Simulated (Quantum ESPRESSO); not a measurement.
## Al7Ag (one run as intended and one with a planted mistake)

Simulated, not a measurement. The program is pw.x of Quantum ESPRESSO 7.5 (plane-wave density functional theory). The cell is made up: eight metal atoms on a hexagonal close-packed lattice, with elements, volume, strain and displacements drawn at random and not relaxed, so it may be unstable or far from any real phase. PseudoDojo standard norm-conserving files set the functional (PBE unless stated); there is no spin polarisation or spin-orbit coupling, the Fermi-Dirac width of 0.25 eV means electrons at about 2900 K, and the masses in the input are unused placeholders.

Intended input:

```
&control calculation='scf', pseudo_dir='./dojo.nc.sr.pbe.v0_5.standard.upf', outdir='./o', disk_io='minimal', tprnfor=.true., tstress=.true. /
&system ibrav=0, nat=8, ntyp=2, nbnd=28, ecutwfc=82.02448710, nosym=.true., tot_charge=0,
 occupations='smearing', smearing='fd', degauss=0.0183746611
/
&electrons conv_thr=1.470e-08, electron_maxstep=70, mixing_beta=0.5 /
ATOMIC_SPECIES
Ag 1.0 Ag.upf
Al 1.0 Al.upf
CELL_PARAMETERS angstrom
-2.8635 0.0023 0.0004
-0.0039 5.0638 -0.0503
1.4351 -2.4393 -9.2519
ATOMIC_POSITIONS angstrom
Al -0.011 0.0507 0.0347
Al 0.007 1.7688 -2.3599
Ag 0.0374 -0.0145 -4.6714
Al -0.0661 1.7122 -7.0093
Al -1.3828 2.5806 -0.0922
Al -1.4405 4.3151 -2.3485
Al -1.3265 2.6133 -4.7637
Al -1.4661 -0.7812 -6.9158
K_POINTS automatic
10 6 3 1 1 1
```

The log is shortened where brackets say so; the opening notice, blank lines, dates and the lines on written files are dropped, and the path of the files is cut. It prints rydbergs, bohrs and kilobars, and counts compression as positive stress. Its total energy is the free energy E - TS of the whole cell.

Log of the intended run:

```
     Program PWSCF v.7.5
     Parallel version (MPI & OpenMP), running on       4 processor cores
     Number of MPI processes:                 4
     Threads/MPI process:                     1
     [start-up lines left out]
     bravais-lattice index     =            0
     lattice parameter (alat)  =       5.4112  a.u.
     unit-cell volume          =     907.6679 (a.u.)^3
     number of atoms/cell      =            8
     number of atomic types    =            2
     number of electrons       =        40.00
     number of Kohn-Sham states=           28
     kinetic-energy cutoff     =      82.0245  Ry
     charge density cutoff     =     328.0979  Ry
     scf convergence threshold =      1.5E-08
     mixing beta               =       0.5000
     number of iterations used =            8  plain     mixing
     Exchange-correlation= PBE
                           (   1   4   3   4   0   0   0)
     [axes and pseudopotential details left out]
   Cartesian axes
     site n.     atom                  positions (alat units)
         1        Al     tau(   1) = (  -0.0038415   0.0177056   0.0121180  )
         2        Al     tau(   2) = (   0.0024446   0.6177054  -0.8241310  )
         3        Ag     tau(   3) = (   0.0130609  -0.0050637  -1.6313597  )
         4        Al     tau(   4) = (  -0.0230836   0.5979394  -2.4478078  )
         5        Al     tau(   5) = (  -0.4829054   0.9012045  -0.0321983  )
         6        Al     tau(   6) = (  -0.5030555   1.5069316  -0.8201499  )
         7        Al     tau(   7) = (  -0.4632441   0.9126241  -1.6635930  )
         8        Al     tau(   8) = (  -0.5119956  -0.2728129  -2.4151555  )
     number of k points=    90  Fermi-Dirac smearing, width (Ry)=  0.0184
                       cart. coord. in units 2pi/alat
        k(    1) = (  -0.0499728   0.0463744  -0.0715623), wk =   0.0222222
        k(    2) = (  -0.0499424   0.0484187   0.1342395), wk =   0.0222222
     [further k points left out]
     Dense  grid:    91219 G-vectors     FFT dimensions: (  32,  60, 108)
     Estimated max dynamical RAM per process >     219.31 MB
     Estimated total dynamical RAM >     810.41 MB
     Initial potential from superposition of free atoms
     starting charge      39.9824, renormalised to      40.0000
     Starting wfcs are   38 randomized atomic wfcs
     total cpu time spent up to now is        4.9 secs
     per-process dynamical memory:   185.1 Mb
     Self-consistent Calculation
     iteration #  1     ecut=    82.02 Ry     beta= 0.50
     Davidson diagonalization with overlap
     ethr =  1.00E-02,  avg # of iterations =  3.5
     total cpu time spent up to now is       15.8 secs
     total energy              =    -341.92933395 Ry
     estimated scf accuracy    <       0.94108943 Ry
     iteration #  2     ecut=    82.02 Ry     beta= 0.50
     Davidson diagonalization with overlap
     ethr =  2.35E-03,  avg # of iterations =  4.0
     total cpu time spent up to now is       27.0 secs
     total energy              =    -341.69850872 Ry
     estimated scf accuracy    <       7.56109202 Ry
     [iterations 3 to 10 left out]
     iteration # 11     ecut=    82.02 Ry     beta= 0.50
     Davidson diagonalization with overlap
     ethr =  1.44E-09,  avg # of iterations =  3.0
     total cpu time spent up to now is      110.1 secs
     total energy              =    -342.47763708 Ry
     estimated scf accuracy    <       0.00000015 Ry
     iteration # 12     ecut=    82.02 Ry     beta= 0.50
     Davidson diagonalization with overlap
     ethr =  3.68E-10,  avg # of iterations =  2.3
     total cpu time spent up to now is      119.0 secs
     End of self-consistent calculation
     [lines on levels left out]
!    total energy              =    -342.47763712 Ry
     estimated scf accuracy    <          6.9E-09 Ry
     smearing contrib. (-TS)   =      -0.04852624 Ry
     internal energy E=F+TS    =    -342.42911088 Ry
     The total energy is F=E-TS. E is the sum of the following terms:
     one-electron contribution =    -312.87416344 Ry
     hartree contribution      =     171.93647044 Ry
     xc contribution           =     -61.41071420 Ry
     ewald contribution        =    -140.08070367 Ry
     convergence has been achieved in  12 iterations
     Forces acting on atoms (cartesian axes, Ry/au):
     atom    1 type  2   force =    -0.00021667    0.00215747   -0.00635625
     atom    2 type  2   force =     0.00247988    0.00084236   -0.00626258
     atom    3 type  1   force =    -0.00068747    0.01010398    0.00898004
     atom    4 type  2   force =     0.00592448    0.00260345   -0.00413325
     atom    5 type  2   force =    -0.00360460   -0.00251551    0.01100823
     atom    6 type  2   force =     0.00125571   -0.00168778   -0.00183394
     atom    7 type  2   force =    -0.00646425   -0.01243514    0.01712754
     atom    8 type  2   force =     0.00131292    0.00093119   -0.01852979
     Total force =     0.036295     Total SCF correction =     0.000132
     Computing stress (Cartesian axis) and pressure
          total   stress  (Ry/bohr**3)                   (kbar)     P=        5.44
   0.00001769  -0.00000366  -0.00002652            2.60       -0.54       -3.90
  -0.00000366  -0.00005619   0.00002821           -0.54       -8.27        4.15
  -0.00002652   0.00002821   0.00014952           -3.90        4.15       21.99
     init_run     :      4.68s CPU      4.86s WALL (       1 calls)
     electrons    :    113.42s CPU    114.12s WALL (       1 calls)
     forces       :      1.49s CPU      1.51s WALL (       1 calls)
     stress       :      5.42s CPU      5.43s WALL (       1 calls)
     [timing details left out]
     PWSCF        :   2m 5.06s CPU   2m 6.03s WALL
     JOB DONE.
```

A second run has one planted mistake: two atoms have their elements exchanged. The input lines that differ:

```
- Al -0.011 0.0507 0.0347
+ Ag -0.011 0.0507 0.0347
- Ag 0.0374 -0.0145 -4.6714
+ Al 0.0374 -0.0145 -4.6714
```

Its log:

```
     Program PWSCF v.7.5
     Parallel version (MPI & OpenMP), running on       4 processor cores
     Number of MPI processes:                 4
     Threads/MPI process:                     1
     [start-up lines left out]
     bravais-lattice index     =            0
     lattice parameter (alat)  =       5.4112  a.u.
     unit-cell volume          =     907.6679 (a.u.)^3
     number of atoms/cell      =            8
     number of atomic types    =            2
     number of electrons       =        40.00
     number of Kohn-Sham states=           28
     kinetic-energy cutoff     =      82.0245  Ry
     charge density cutoff     =     328.0979  Ry
     scf convergence threshold =      1.5E-08
     mixing beta               =       0.5000
     number of iterations used =            8  plain     mixing
     Exchange-correlation= PBE
                           (   1   4   3   4   0   0   0)
     [axes and pseudopotential details left out]
   Cartesian axes
     site n.     atom                  positions (alat units)
         1        Ag     tau(   1) = (  -0.0038415   0.0177056   0.0121180  )
         2        Al     tau(   2) = (   0.0024446   0.6177054  -0.8241310  )
         3        Al     tau(   3) = (   0.0130609  -0.0050637  -1.6313597  )
         4        Al     tau(   4) = (  -0.0230836   0.5979394  -2.4478078  )
         5        Al     tau(   5) = (  -0.4829054   0.9012045  -0.0321983  )
         6        Al     tau(   6) = (  -0.5030555   1.5069316  -0.8201499  )
         7        Al     tau(   7) = (  -0.4632441   0.9126241  -1.6635930  )
         8        Al     tau(   8) = (  -0.5119956  -0.2728129  -2.4151555  )
     number of k points=    90  Fermi-Dirac smearing, width (Ry)=  0.0184
                       cart. coord. in units 2pi/alat
        k(    1) = (  -0.0499728   0.0463744  -0.0715623), wk =   0.0222222
        k(    2) = (  -0.0499424   0.0484187   0.1342395), wk =   0.0222222
     [further k points left out]
     Dense  grid:    91219 G-vectors     FFT dimensions: (  32,  60, 108)
     Estimated max dynamical RAM per process >     219.31 MB
     Estimated total dynamical RAM >     810.41 MB
     Initial potential from superposition of free atoms
     starting charge      39.9824, renormalised to      40.0000
     Starting wfcs are   38 randomized atomic wfcs
     total cpu time spent up to now is        5.0 secs
     per-process dynamical memory:   185.1 Mb
     Self-consistent Calculation
     iteration #  1     ecut=    82.02 Ry     beta= 0.50
     Davidson diagonalization with overlap
     ethr =  1.00E-02,  avg # of iterations =  3.6
     total cpu time spent up to now is       15.9 secs
     total energy              =    -341.91941364 Ry
     estimated scf accuracy    <       0.95834077 Ry
     iteration #  2     ecut=    82.02 Ry     beta= 0.50
     Davidson diagonalization with overlap
     ethr =  2.40E-03,  avg # of iterations =  4.0
     total cpu time spent up to now is       27.3 secs
     total energy              =    -341.68000016 Ry
     estimated scf accuracy    <       7.77940226 Ry
     [iterations 3 to 10 left out]
     iteration # 11     ecut=    82.02 Ry     beta= 0.50
     Davidson diagonalization with overlap
     ethr =  2.86E-09,  avg # of iterations =  2.1
     total cpu time spent up to now is      113.8 secs
     total energy              =    -342.47869010 Ry
     estimated scf accuracy    <       0.00000012 Ry
     iteration # 12     ecut=    82.02 Ry     beta= 0.50
     Davidson diagonalization with overlap
     ethr =  3.05E-10,  avg # of iterations =  3.8
     total cpu time spent up to now is      123.8 secs
     End of self-consistent calculation
     [lines on levels left out]
!    total energy              =    -342.47869014 Ry
     estimated scf accuracy    <          8.2E-09 Ry
     smearing contrib. (-TS)   =      -0.04806267 Ry
     internal energy E=F+TS    =    -342.43062747 Ry
     The total energy is F=E-TS. E is the sum of the following terms:
     one-electron contribution =    -312.34020309 Ry
     hartree contribution      =     171.68186945 Ry
     xc contribution           =     -61.40937645 Ry
     ewald contribution        =    -140.36291739 Ry
     convergence has been achieved in  12 iterations
     Forces acting on atoms (cartesian axes, Ry/au):
     atom    1 type  1   force =    -0.00113738    0.00257770   -0.00132186
     atom    2 type  2   force =     0.00240784    0.00061870   -0.01203143
     atom    3 type  2   force =    -0.00063284    0.01428891    0.01219840
     atom    4 type  2   force =     0.00573478   -0.00231411    0.00058725
     atom    5 type  2   force =    -0.00326360   -0.00469594    0.00865384
     atom    6 type  2   force =     0.00152295   -0.00197681   -0.00719755
     atom    7 type  2   force =    -0.00664599   -0.01250365    0.01365127
     atom    8 type  2   force =     0.00201424    0.00400519   -0.01453993
     Total force =     0.036559     Total SCF correction =     0.000079
     Computing stress (Cartesian axis) and pressure
          total   stress  (Ry/bohr**3)                   (kbar)     P=        4.65
   0.00002545  -0.00000462  -0.00002150            3.74       -0.68       -3.16
  -0.00000462  -0.00007465   0.00002996           -0.68      -10.98        4.41
  -0.00002150   0.00002996   0.00014396           -3.16        4.41       21.18
     init_run     :      4.78s CPU      4.97s WALL (       1 calls)
     electrons    :    117.87s CPU    118.75s WALL (       1 calls)
     forces       :      1.48s CPU      1.50s WALL (       1 calls)
     stress       :      5.06s CPU      5.08s WALL (       1 calls)
     [timing details left out]
     PWSCF        :   2m 9.28s CPU   2m10.43s WALL
     JOB DONE.
```

```
                                            intended run  run with the mistake
                          free energy (eV)     -4659.646             -4659.660
         entropy term -TS, part of it (eV)        -0.660                -0.654
                            pressure (GPa)          0.54                  0.46
size of the largest force component (eV/Å)         0.476                 0.374
largest change of a force component (eV/Å)                               0.148
                                iterations            12                    12
```

For scale, a rerun of the intended cell at a higher cutoff and on a denser mesh moved values by no more than 0.006 eV in energy, 0.24 GPa in stress and 0.015 eV/Å in force, and a second program with other atomic files agreed on that cell to 2 % rms in force and 0.5 GPa in pressure.